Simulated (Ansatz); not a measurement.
Input and command of a calculation in Ansatz (plane waves; scalar-relativistic PAW potentials unless the input names others):

```yaml
crystal:
  lattice:
    - [5.3671861054, 0.0, 0.0]
    - [0.0, 5.3671861054, 0.0]
    - [0.0, 0.0, 5.3671861054]
  atoms:
    - { symbol: Rb, position: [0.0, 0.5, 0.5] }
    - { symbol: Rb, position: [0.5, 0.0, 0.5] }
    - { symbol: Rb, position: [0.5, 0.5, 0.0] }
    - { symbol: Ir, position: [0.0, 0.0, 0.0] }
kpoints:
  mp_grid: { grid: [10, 10, 10] }
hamiltonian:
  xc: pbe
scf:
  occupations: { method: gaussian, width: 0.1 }
output:
  forces: true
  eigenvalues: true
  stress: true
```

```bash
ansatz run input.yaml --threads 1 --pin off --max-ram 2560MiB --backend cpu --events-out ev --progress --plain --runs-dir out
```

Abridged log:
```
Pseudopotentials: kind: paw
Pseudopotential: Rb, paw, valence charge 9, recommended cutoff 420 eV (normal)
Pseudopotential: Ir, paw, valence charge 17, recommended cutoff 420 eV (normal)
Functional definition: PBE
Crystal: 4 atoms, lattice volume = 154.611 Å³
Basis set: ecut = 420 eV, 2969 PW (Γ), exchange–correlation on 72×72×72 points (8 copies of the dense FFT grid, shifted against one another)
Bands: 27, of which v1, the nominal top of the filled ones, is band 22 counted from 1 (21 counted from 0)
Symmetry: 48 space group operations
Space group: Pm-3m (ITA 221), of the structure as read, at distance tolerance 5.4e-5 Å
k-points: 56 of 1000
Initial density: superposition of atomic densities (neutral atoms: chi_scale 0, normalization atom), corrected by the library's trained network
Initial wavefunctions: pseudopotential atomic-orbital guess
Functional: x = pbe(κ = 0.804, μ = 0.21951497), c = pbe(β = 0.06672455)
SCF iter   1: F=—  HF=-21733.733380 eV  |F-HF|=—  |Δ(HF+E_count)|=         —  Δρ=1.09e-2  dr2=5.41e-1  ethr=1.77e-3  ⟨swp⟩=6.1  Hψ=6805  notcnv=0
SCF iter   2: F=—  HF=-21733.709609 eV  |F-HF|=—  |Δ(HF+E_count)|=   2.38e-2  Δρ=3.69e-3  dr2=6.21e-2  ethr=1.23e-3  ⟨swp⟩=1.1  Hψ=1966  notcnv=0
SCF iter   3: F=—  HF=-21733.707062 eV  |F-HF|=—  |Δ(HF+E_count)|=   2.55e-3  Δρ=6.20e-4  dr2=3.76e-4  ethr=1.41e-4  ⟨swp⟩=1.0  Hψ=1492  notcnv=0
SCF iter   4: F=—  HF=-21733.707342 eV  |F-HF|=—  |Δ(HF+E_count)|=   2.80e-4  Δρ=1.59e-4  dr2=1.07e-4  ethr=8.55e-7  ⟨swp⟩=2.0  Hψ=2350  notcnv=0
SCF iter   5: F=—  HF=-21733.707347 eV  |F-HF|=—  |Δ(HF+E_count)|=   4.72e-6  Δρ=6.63e-5  dr2=6.60e-6  ethr=2.44e-7  ⟨swp⟩=2.5  Hψ=2349  notcnv=0
SCF iter   6: F=—  HF=-21733.707315 eV  |F-HF|=—  |Δ(HF+E_count)|=   3.17e-5  Δρ=2.06e-5  dr2=1.22e-6  ethr=1.50e-8  ⟨swp⟩=2.0  Hψ=2486  notcnv=0
SCF iter   7: F=—  HF=-21733.707315 eV  |F-HF|=—  |Δ(HF+E_count)|=   9.64e-8  Δρ=1.14e-5  dr2=5.62e-7  ethr=2.78e-9  ⟨swp⟩=2.3  Hψ=2540  notcnv=0
SCF iter   8: F=-21733.707315 eV  HF=-21733.707315 eV  |F-HF|=4.40e-9  |Δ(HF+E_count)|=   1.26e-8  Δρ=1.99e-6  dr2=9.41e-9  ethr=2.27e-10  ⟨swp⟩=4.9  Hψ=5572  notcnv=0
SCF 1 converged in 8 iterations: F = -21733.707315 eV  dr2 = 9.41e-9
SCF converged after 8 iterations
Free energy (F): -21733.707315 eV
Harris-Foulkes:  -21733.707315 eV  (|F-HF|=4.40e-9)
Internal energy: -21733.666275 eV  (E = F + TS)
E sigma→0 (E₀):  -21733.686795 eV
Entropy (-TS):   -0.041040 eV (-10.260 meV/atom)
Fermi energy:    6.569145 eV
--- Forces (eV/Å), atoms counted from 1 ---
  atom   1  Rb     0.00000000     0.00000000     0.00000000
  atom   2  Rb     0.00000000     0.00000000     0.00000000
  atom   3  Rb     0.00000000     0.00000000     0.00000000
  atom   4  Ir     0.00000000     0.00000000     0.00000000
--- Stress (GPa, compression-positive) ---
       -0.018392       0.000000       0.000000
        0.000000      -0.018392       0.000000
        0.000000       0.000000      -0.018392
  P = ⅓ Tr σ = -0.0184 GPa (-0.184 kbar)
```

Apart from outputs, empty bands and the relaxation, which only the reference makes, the input differs from a reference run on usual settings in basis.ecutwfc: 420 → not typed. The reference, at the same geometry, ended its own course with pressure -0.02 GPa, largest force 0.000 eV/Å, no gap on the mesh. This run converged in 8 SCF iterations with an energy at zero smearing within 0.01 meV/atom of the reference's, pressure -0.02 GPa, largest force 0.000 eV/Å, no gap on the mesh.

It took 13 s on 1 thread of Arm Neoverse V1 (shared host), peak memory 0.46 GiB.